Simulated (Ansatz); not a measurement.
The calculation used Ansatz 0.2.0, DFT PBE, scalar-relativistic, plane waves, PAW. All cells share a 420 eV cutoff and Γ-centred k meshes spaced about 0.3 Å⁻¹ or finer (0.25 for metals, 2π included). No spin polarisation.

This relaxed B₂C cell comes from a structure search over trial cells.

```xyz
12
Lattice="2.7563 -0.0003 0.0034 0.0003 5.5465 0.0006 1.0317 1.7718 5.9846" Properties=species:S:1:pos:R:3 pbc="T T T"
B     3.4059    5.9428    5.2056
B     3.4408    3.1437    5.1428
B     1.9155    5.0193    3.8904
B     1.8894    1.4265    3.6971
B     0.3475    4.1743    0.8458
B     0.3825    1.3752    0.7830
B     1.8989    5.8915    2.2915
B     1.8729    2.2987    2.0982
C     3.2534    1.7817    4.4670
C     3.2853    4.5212    4.4570
C     0.5350    5.5363    1.5216
C     0.5031    2.7968    1.5316
```

Wave vectors count in units of this cell's reciprocal vectors.

**Question.** Is it a true minimum?

**Answer.** No. The phonons on a 4×1×1 q mesh of the computed 12-atom cell go imaginary, to 188i cm⁻¹ at q = (-0.50, 0.00, 0.00). (Phonon run: 12×6×6 k mesh, Gaussian smearing of 0.10 eV.) With atoms moved at random and symmetry off, it falls by 39 meV/atom into P-1 (No. 2). Conventional cell: a = 5.517 Å, b = 5.524 Å, c = 6.283 Å, α = 73.2°, β = 81.1°, γ = 89.8°. B on its first site has 2 C at 1.55–1.60 Å and 4 B at 1.83–1.95 Å; B on its second site is surrounded by 2 C at 1.64–1.67 Å and 5 B at 1.85–2.06 Å; B on its third site has 2 C at 1.53 Å and 1 B at 1.91 Å; C on its first site is surrounded by 4 B at 1.53–1.66 Å; 8 more sites not described.

```
CELL_PARAMETERS angstrom
5.51655 0.00000 0.00000
0.01584 5.52363 0.00000
0.97279 1.81095 5.93739
ATOMIC_POSITIONS crystal
B 0.26599 0.29975 0.84977
B 0.61188 0.28989 0.88335
B 0.25297 0.79529 0.84326
B 0.64011 0.78629 0.87235
B 0.97077 0.18584 0.65731
B 0.47963 0.19628 0.64234
B 0.97457 0.56469 0.61462
B 0.47657 0.54922 0.62658
B 0.74703 0.20471 0.15674
B 0.35989 0.21371 0.12765
B 0.73401 0.70025 0.15023
B 0.38812 0.71011 0.11665
B 0.02543 0.43531 0.38538
B 0.52343 0.45078 0.37342
B 0.02923 0.81416 0.34269
B 0.52037 0.80372 0.35766
C 0.19390 0.57640 0.75276
C 0.70820 0.58319 0.74684
C 0.20634 0.07587 0.74759
C 0.70560 0.07578 0.75090
C 0.80610 0.42360 0.24724
C 0.29180 0.41681 0.25316
C 0.79366 0.92413 0.25241
C 0.29440 0.92422 0.24910
```

Phonons of metals hang on the k mesh and the smearing.
